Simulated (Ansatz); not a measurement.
The start is a relaxed AlRh cell displaced along its unstable phonon at q = (½, 0, 0) of its primitive reciprocal cell (76i cm⁻¹), largest move 0.15 Å. The structure is fully relaxed (lattice and positions, P = 0) with PBE (plane waves to 420 eV, PAW, scalar-relativistic; Ansatz, a program for electronic structure). The first steps use a coarse 9×9×4 k-mesh.

Initial structure:
```yaml
crystal:
  lattice:
    - [8.28338, 0.00000, 0.00000]
    - [-2.07085, 3.58681, 0.00000]
    - [0.00000, 0.00000, 9.24479]
  atoms:
    - { symbol: Al, position: [0.00000, 0.96378, 0.97648] }
    - { symbol: Al, position: [0.50000, 0.03622, 0.97648] }
    - { symbol: Al, position: [0.00000, 0.03622, 0.47648] }
    - { symbol: Al, position: [0.50000, 0.96378, 0.47648] }
    - { symbol: Al, position: [0.16667, 0.64681, 0.17922] }
    - { symbol: Al, position: [0.66667, 0.68653, 0.17922] }
    - { symbol: Al, position: [0.33333, 0.31347, 0.67922] }
    - { symbol: Al, position: [0.83333, 0.35319, 0.67922] }
    - { symbol: Rh, position: [0.00000, 0.98104, 0.22786] }
    - { symbol: Rh, position: [0.50000, 0.01896, 0.22786] }
    - { symbol: Rh, position: [0.00000, 0.01896, 0.72786] }
    - { symbol: Rh, position: [0.50000, 0.98104, 0.72786] }
    - { symbol: Rh, position: [0.16667, 0.69598, 0.49081] }
    - { symbol: Rh, position: [0.66667, 0.63735, 0.49081] }
    - { symbol: Rh, position: [0.33333, 0.36265, 0.99081] }
    - { symbol: Rh, position: [0.83333, 0.30402, 0.99081] }
```

Q: Which atoms feel the largest initial force, and how large is it?

A: 0.26 eV/Å, on Rh13, Rh14, Rh15, Rh16 (atoms numbered as listed).

Q: Is the parent structure recovered?

A: It does not go back: it reaches Pna2₁ (No. 33), 0.42 eV/atom below the parent.

Q: How do the shortest distances between atoms change?

A: The closest pairs of elements (up to four, under 3.6 Å), start → end: Al–Rh 2.31 → 2.54 Å; Al–Al 2.99 → 2.77 Å; Rh–Rh 3.22 → 2.81 Å.

Q: Is the relaxed structure metallic? Give its gap.

A: Zero (metallic).

Q: What does it relax into? Give the structure.

A: 
Space group Pna2₁ (No. 33); a = 4.7927 Å, b = 5.2125 Å, c = 9.0993 Å, α = β = γ = 90.00°

```csv
atom,site,symmetry,x,y,z
Al,4a,1,0.1757,0.1035,0.4715
Al,4a,1,0.0656,0.3971,0.2161
Rh,4a,1,0.0624,0.9078,0.2209
Rh,4a,1,0.1696,0.5932,0.4659
```

Final values are on a 10×9×5 k-mesh of the relaxed cell. No spin polarisation in the result.

The run could not lose the symmetry of its start, so the end can be a saddle point.

The relaxed structure here is a generated cell of AlRh: the first start was made by placing the elements on the sites of a structure type, and the end was not matched to a known phase here, so it may be hypothetical.
